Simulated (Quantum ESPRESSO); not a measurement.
## Al4Ti2Zr2 (one run as intended and one with a planted mistake)

A calculation, not a measurement. The program is pw.x of Quantum ESPRESSO 7.5 (plane-wave density functional theory). The cell is made up: eight metal atoms on a hexagonal close-packed lattice, with elements, volume, strain and displacements drawn at random and not relaxed, so it may be unstable or far from any real phase. PseudoDojo standard norm-conserving files set the functional (PBE unless stated); there is no spin polarisation or spin-orbit coupling, the Fermi-Dirac width of 0.25 eV means electrons at about 2900 K, and the masses in the input are unused placeholders. A spin test at this wide smearing found no moment, but such smearing suppresses magnetism that the real alloy may have.

Intended input:

```
&control calculation='scf', pseudo_dir='./dojo.nc.sr.pbe.v0_5.standard.upf', outdir='./o', disk_io='minimal', tprnfor=.true., tstress=.true. /
&system ibrav=0, nat=8, ntyp=3, nbnd=43, ecutwfc=84.00895049, nosym=.true., tot_charge=0,
 occupations='smearing', smearing='fd', degauss=0.0183746611
/
&electrons conv_thr=1.470e-08, electron_maxstep=70, mixing_beta=0.5 /
ATOMIC_SPECIES
Al 1.0 Al.upf
Ti 1.0 Ti.upf
Zr 1.0 Zr.upf
CELL_PARAMETERS angstrom
0.0 0.0 -4.7167
0.0 5.1813 0.0
5.9829 0.0 0.0
ATOMIC_POSITIONS angstrom
Al 0.092 0.0326 -0.0754
Al 3.0939 0.0397 0.0083
Al 1.5017 2.6121 -0.013
Ti 4.5829 2.4966 -0.1144
Ti 0.0164 1.8329 -2.4008
Al 2.889 1.6763 -2.3805
Zr 1.5353 4.4707 -2.2815
Zr 4.4485 4.29 -2.2482
K_POINTS automatic
6 5 5 1 1 1
```

The log is shortened where brackets say so; the opening notice, blank lines, dates and the lines on written files are dropped, and the path of the files is cut. It prints rydbergs, bohrs and kilobars, and counts compression as positive stress. Its total energy is the free energy E - TS of the whole cell.

Log of the intended run:

```
     Program PWSCF v.7.5
     Parallel version (MPI & OpenMP), running on       4 processor cores
     Number of MPI processes:                 4
     Threads/MPI process:                     1
     [start-up lines left out]
     bravais-lattice index     =            0
     lattice parameter (alat)  =       8.9133  a.u.
     unit-cell volume          =     986.7005 (a.u.)^3
     number of atoms/cell      =            8
     number of atomic types    =            3
     number of electrons       =        60.00
     number of Kohn-Sham states=           43
     kinetic-energy cutoff     =      84.0090  Ry
     charge density cutoff     =     336.0358  Ry
     scf convergence threshold =      1.5E-08
     mixing beta               =       0.5000
     number of iterations used =            8  plain     mixing
     Exchange-correlation= PBE
                           (   1   4   3   4   0   0   0)
     [axes and pseudopotential details left out]
   Cartesian axes
     site n.     atom                  positions (alat units)
         1        Al     tau(   1) = (   0.0195052   0.0069116  -0.0159858  )
         2        Al     tau(   2) = (   0.6559459   0.0084169   0.0017597  )
         3        Al     tau(   3) = (   0.3183794   0.5537982  -0.0027562  )
         4        Ti     tau(   4) = (   0.9716327   0.5293107  -0.0242542  )
         5        Ti     tau(   5) = (   0.0034770   0.3885980  -0.5089999  )
         6        Al     tau(   6) = (   0.6125045   0.3553968  -0.5046961  )
         7        Zr     tau(   7) = (   0.3255030   0.9478449  -0.4837068  )
         8        Zr     tau(   8) = (   0.9431382   0.9095342  -0.4766468  )
     number of k points=    75  Fermi-Dirac smearing, width (Ry)=  0.0184
                       cart. coord. in units 2pi/alat
        k(    1) = (   0.0788364   0.0910331  -0.0833333), wk =   0.0266667
        k(    2) = (   0.2365091   0.0910331  -0.0833333), wk =   0.0266667
     [further k points left out]
     Dense  grid:   102617 G-vectors     FFT dimensions: (  54,  60,  72)
     Estimated max dynamical RAM per process >     300.02 MB
     Estimated total dynamical RAM >       1.10 GB
     Initial potential from superposition of free atoms
     starting charge      59.9823, renormalised to      60.0000
     Starting wfcs are   56 randomized atomic wfcs
     total cpu time spent up to now is       11.1 secs
     per-process dynamical memory:   251.3 Mb
     Self-consistent Calculation
     iteration #  1     ecut=    84.01 Ry     beta= 0.50
     Davidson diagonalization with overlap
     ethr =  1.00E-02,  avg # of iterations =  2.1
     Threshold (ethr) on eigenvalues was too large:
     Diagonalizing with lowered threshold
     Davidson diagonalization with overlap
     ethr =  5.14E-04,  avg # of iterations =  3.8
     total cpu time spent up to now is       57.7 secs
     total energy              =    -458.48778726 Ry
     estimated scf accuracy    <       0.31934963 Ry
     iteration #  2     ecut=    84.01 Ry     beta= 0.50
     Davidson diagonalization with overlap
     ethr =  5.32E-04,  avg # of iterations =  4.5
     total cpu time spent up to now is       86.6 secs
     total energy              =    -458.15371606 Ry
     estimated scf accuracy    <       5.60684577 Ry
     [iterations 3 to 11 left out]
     iteration # 12     ecut=    84.01 Ry     beta= 0.50
     Davidson diagonalization with overlap
     ethr =  8.39E-10,  avg # of iterations =  4.0
     total cpu time spent up to now is      332.1 secs
     total energy              =    -458.61045211 Ry
     estimated scf accuracy    <       0.00000004 Ry
     iteration # 13     ecut=    84.01 Ry     beta= 0.50
     Davidson diagonalization with overlap
     ethr =  7.21E-11,  avg # of iterations =  4.6
     total cpu time spent up to now is      359.3 secs
     End of self-consistent calculation
     [lines on levels left out]
!    total energy              =    -458.61045212 Ry
     estimated scf accuracy    <          8.0E-09 Ry
     smearing contrib. (-TS)   =      -0.11444139 Ry
     internal energy E=F+TS    =    -458.49601072 Ry
     The total energy is F=E-TS. E is the sum of the following terms:
     one-electron contribution =    -189.18198612 Ry
     hartree contribution      =     114.98100587 Ry
     xc contribution           =     -83.79691848 Ry
     ewald contribution        =    -300.49811199 Ry
     convergence has been achieved in  13 iterations
     Forces acting on atoms (cartesian axes, Ry/au):
     atom    1 type  1   force =    -0.01901614    0.01575968    0.04042145
     atom    2 type  1   force =    -0.00552950    0.00117530    0.01972006
     atom    3 type  1   force =     0.00108595   -0.00680517    0.00376492
     atom    4 type  2   force =    -0.00393541    0.00950644    0.02931559
     atom    5 type  2   force =    -0.00198405   -0.01863214   -0.00231023
     atom    6 type  1   force =     0.02666875    0.03063933   -0.00377365
     atom    7 type  3   force =    -0.02030408   -0.06935949   -0.03935414
     atom    8 type  3   force =     0.02301449    0.03771606   -0.04778400
     Total force =     0.129304     Total SCF correction =     0.000234
     Computing stress (Cartesian axis) and pressure
          total   stress  (Ry/bohr**3)                   (kbar)     P=       13.72
   0.00009089   0.00001294  -0.00004508           13.37        1.90       -6.63
   0.00001294  -0.00000914   0.00001974            1.90       -1.34        2.90
  -0.00004508   0.00001974   0.00019806           -6.63        2.90       29.14
     init_run     :     10.61s CPU     11.02s WALL (       1 calls)
     electrons    :    345.80s CPU    348.21s WALL (       1 calls)
     forces       :      2.94s CPU      3.00s WALL (       1 calls)
     stress       :     14.16s CPU     14.23s WALL (       1 calls)
     [timing details left out]
     PWSCF        :   6m13.65s CPU   6m16.73s WALL
     JOB DONE.
```

A second run has one planted mistake: one atom is of a wrong element. The input lines that differ:

```
- &system ibrav=0, nat=8, ntyp=3, nbnd=43, ecutwfc=84.00895049, nosym=.true., tot_charge=0,
+ &system ibrav=0, nat=8, ntyp=4, nbnd=47, ecutwfc=84.00895049, nosym=.true., tot_charge=0,
+ Zn 1.0 Zn.upf
- Ti 4.5829 2.4966 -0.1144
+ Zn 4.5829 2.4966 -0.1144
```

Its log:

```
     Program PWSCF v.7.5
     Parallel version (MPI & OpenMP), running on       4 processor cores
     Number of MPI processes:                 4
     Threads/MPI process:                     1
     [start-up lines left out]
     bravais-lattice index     =            0
     lattice parameter (alat)  =       8.9133  a.u.
     unit-cell volume          =     986.7005 (a.u.)^3
     number of atoms/cell      =            8
     number of atomic types    =            4
     number of electrons       =        68.00
     number of Kohn-Sham states=           47
     kinetic-energy cutoff     =      84.0090  Ry
     charge density cutoff     =     336.0358  Ry
     scf convergence threshold =      1.5E-08
     mixing beta               =       0.5000
     number of iterations used =            8  plain     mixing
     Exchange-correlation= PBE
                           (   1   4   3   4   0   0   0)
     [axes and pseudopotential details left out]
   Cartesian axes
     site n.     atom                  positions (alat units)
         1        Al     tau(   1) = (   0.0195052   0.0069116  -0.0159858  )
         2        Al     tau(   2) = (   0.6559459   0.0084169   0.0017597  )
         3        Al     tau(   3) = (   0.3183794   0.5537982  -0.0027562  )
         4        Zn     tau(   4) = (   0.9716327   0.5293107  -0.0242542  )
         5        Ti     tau(   5) = (   0.0034770   0.3885980  -0.5089999  )
         6        Al     tau(   6) = (   0.6125045   0.3553968  -0.5046961  )
         7        Zr     tau(   7) = (   0.3255030   0.9478449  -0.4837068  )
         8        Zr     tau(   8) = (   0.9431382   0.9095342  -0.4766468  )
     number of k points=    75  Fermi-Dirac smearing, width (Ry)=  0.0184
                       cart. coord. in units 2pi/alat
        k(    1) = (   0.0788364   0.0910331  -0.0833333), wk =   0.0266667
        k(    2) = (   0.2365091   0.0910331  -0.0833333), wk =   0.0266667
     [further k points left out]
     Dense  grid:   102617 G-vectors     FFT dimensions: (  54,  60,  72)
     Estimated max dynamical RAM per process >     323.50 MB
     Estimated total dynamical RAM >       1.19 GB
     Initial potential from superposition of free atoms
     starting charge      67.9838, renormalised to      68.0000
     Starting wfcs are   56 randomized atomic wfcs
     total cpu time spent up to now is       11.7 secs
     per-process dynamical memory:   269.4 Mb
     Self-consistent Calculation
     iteration #  1     ecut=    84.01 Ry     beta= 0.50
     Davidson diagonalization with overlap
     ethr =  1.00E-02,  avg # of iterations =  3.2
     total cpu time spent up to now is       37.3 secs
     total energy              =    -757.58634195 Ry
     estimated scf accuracy    <       0.74480435 Ry
     iteration #  2     ecut=    84.01 Ry     beta= 0.50
     Davidson diagonalization with overlap
     ethr =  1.10E-03,  avg # of iterations =  5.0
     total cpu time spent up to now is       67.2 secs
     total energy              =    -757.67841541 Ry
     estimated scf accuracy    <       1.99657102 Ry
     [iterations 3 to 13 left out]
     iteration # 14     ecut=    84.01 Ry     beta= 0.50
     Davidson diagonalization with overlap
     ethr =  3.21E-11,  avg # of iterations =  2.1
     total cpu time spent up to now is      352.2 secs
     total energy              =    -757.95190955 Ry
     estimated scf accuracy    <       0.00000002 Ry
     iteration # 15     ecut=    84.01 Ry     beta= 0.50
     Davidson diagonalization with overlap
     ethr =  2.66E-11,  avg # of iterations =  1.0
     total cpu time spent up to now is      371.7 secs
     End of self-consistent calculation
     [lines on levels left out]
!    total energy              =    -757.95190955 Ry
     estimated scf accuracy    <          4.2E-10 Ry
     smearing contrib. (-TS)   =      -0.09996976 Ry
     internal energy E=F+TS    =    -757.85193979 Ry
     The total energy is F=E-TS. E is the sum of the following terms:
     one-electron contribution =    -522.91320765 Ry
     hartree contribution      =     282.21641179 Ry
     xc contribution           =    -111.16338963 Ry
     ewald contribution        =    -405.99175431 Ry
     convergence has been achieved in  15 iterations
     Forces acting on atoms (cartesian axes, Ry/au):
     atom    1 type  1   force =    -0.01757207    0.01421462    0.04522704
     atom    2 type  1   force =    -0.00516404    0.00000535    0.02246051
     atom    3 type  1   force =    -0.00963468    0.00503011    0.00358874
     atom    4 type  3   force =    -0.00115082   -0.00250665    0.02479918
     atom    5 type  2   force =    -0.00034171   -0.01198786    0.00211766
     atom    6 type  1   force =     0.02706201    0.03527469   -0.00119640
     atom    7 type  4   force =    -0.01077440   -0.04659743   -0.04194372
     atom    8 type  4   force =     0.01757571    0.00656716   -0.05505300
     Total force =     0.115746     Total SCF correction =     0.000032
     Computing stress (Cartesian axis) and pressure
          total   stress  (Ry/bohr**3)                   (kbar)     P=       11.19
   0.00009548  -0.00001161  -0.00004502           14.05       -1.71       -6.62
  -0.00001161   0.00002410  -0.00001718           -1.71        3.55       -2.53
  -0.00004502  -0.00001718   0.00010860           -6.62       -2.53       15.98
     init_run     :     10.98s CPU     11.34s WALL (       1 calls)
     electrons    :    357.78s CPU    360.01s WALL (       1 calls)
     forces       :      3.23s CPU      3.25s WALL (       1 calls)
     stress       :     11.89s CPU     11.90s WALL (       1 calls)
     [timing details left out]
     PWSCF        :   6m24.26s CPU   6m27.00s WALL
     JOB DONE.
```

|  | intended run | run with the mistake |
| --- | --- | --- |
| free energy (eV) | -6239.713 | -10312.461 |
| entropy term -TS, part of it (eV) | -1.557 | -1.360 |
| pressure (GPa) | 1.37 | 1.12 |
| size of the largest force component (eV/Å) | 1.783 | 1.415 |
| largest change of a force component (eV/Å) |  | 0.801 |
| iterations | 13 | 15 |

For scale, a rerun of the intended cell at a higher cutoff and on a denser mesh moved values by no more than 0.003 eV in energy, 0.02 GPa in stress and 0.003 eV/Å in force, and a second program with other atomic files agreed on that cell to 2 % rms in force and 0.5 GPa in pressure. Files of another functional or element have another zero of energy, so the energy change says nothing on stability. The number of bands, nbnd, was set by rule from the electron count, so it follows the mistake.